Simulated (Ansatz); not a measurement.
Ca3SnO:
```cif
data_Ca3OSn
_chemical_formula_sum 'Ca3 Sn1 O1'
_space_group_name_H-M_alt 'P 1'
_space_group_IT_number 1
_cell_length_a 4.70595
_cell_length_b 4.70595
_cell_length_c 4.70595
_cell_angle_alpha 90.000
_cell_angle_beta 90.000
_cell_angle_gamma 90.000
loop_
_space_group_symop_operation_xyz
  'x, y, z'
loop_
_atom_site_label
_atom_site_type_symbol
_atom_site_fract_x
_atom_site_fract_y
_atom_site_fract_z
_atom_site_occupancy
Ca1 Ca 0.50000 0.00000 0.50000 1
Ca2 Ca 0.00000 0.50000 0.50000 1
Ca3 Ca 0.50000 0.50000 0.00000 1
Sn1 Sn 0.00000 0.00000 0.00000 1
O1 O 0.50000 0.50000 0.50000 1
```

Relaxed with LDA.

Q: Which orbitals make up the states near the Fermi level in LDA (plane waves, PAW; program Ansatz)?

A: Within 0.5 eV of the Fermi level: Sn 5p 30 %, Ca 4s 27 %, outside the projected shells 41 %. Projections are on Löwdin-orthogonalised atomic valence shells; empty p or d shells of many metals are not among them.

Q: Tabulate the density of states.

A: States/eV per cell of 5 atoms, in 0.25 eV bins, energy from the Fermi level.

```tsv
E (eV)	total	O 2p	Sn 5p	Ca 4s
-7.85	0.09	0.00	0.00	0.04
-7.60	0.66	0.00	0.00	0.23
-7.35	1.48	0.02	0.01	0.43
-7.10	2.86	0.06	0.02	0.61
-6.85	2.91	0.03	0.01	0.22
-6.60	0.00	0.00	0.00	0.00
-6.35	0.00	0.00	0.00	0.00
-6.10	0.00	0.00	0.00	0.00
-5.85	0.00	0.00	0.00	0.00
-5.60	2.00	1.63	0.03	0.20
-5.35	5.03	4.13	0.08	0.37
-5.10	4.50	3.79	0.07	0.23
-4.85	3.73	3.22	0.05	0.15
-4.60	4.83	4.32	0.04	0.09
-4.35	3.90	3.58	0.03	0.02
-4.10	0.00	0.00	0.00	0.00
-3.85	0.00	0.00	0.00	0.00
-3.60	0.00	0.00	0.00	0.00
-3.35	0.03	0.00	0.02	0.01
-3.10	0.41	0.02	0.24	0.10
-2.85	0.86	0.05	0.52	0.19
-2.60	1.55	0.09	0.97	0.29
-2.35	2.76	0.15	1.83	0.43
-2.10	2.48	0.13	1.72	0.33
-1.85	3.02	0.12	2.21	0.33
-1.60	2.36	0.07	1.76	0.21
-1.35	3.04	0.04	2.39	0.17
-1.10	4.22	0.03	3.29	0.13
-0.85	2.37	0.01	1.76	0.08
-0.60	0.66	0.01	0.44	0.06
-0.35	0.18	0.00	0.12	0.02
-0.10	0.06	0.00	0.03	0.01
0.15	0.12	0.00	0.03	0.05
0.40	0.40	0.00	0.03	0.15
0.65	0.89	0.00	0.04	0.21
0.90	1.95	0.01	0.06	0.25
1.15	3.74	0.04	0.09	0.53
1.40	5.38	0.11	0.17	1.09
1.65	5.96	0.13	0.23	1.36
1.90	4.63	0.08	0.23	0.45
2.15	6.68	0.08	0.18	0.53
2.40	8.74	0.08	0.09	0.80
2.65	1.35	0.02	0.02	0.18
2.90	1.05	0.01	0.02	0.15
3.15	4.78	0.07	0.09	0.50
3.40	4.41	0.04	0.07	0.40
3.65	7.07	0.02	0.13	0.65
```

Space group Pm-3m (anti-perovskite). The first step of the workflow began from a Materials Project structure, measured or hypothetical; the Crystallography Open Database files this formula in space group No. 221, but the cells were not matched. Whether it is the stable phase at ambient conditions was not checked. Symmetry was held in the LDA relaxation; of distortions, only those at the zone centre were tested. Scalar-relativistic: spin–orbit coupling is off unless named, which matters more the heavier the elements.

Potentials: the later of the program's two PAW sets.
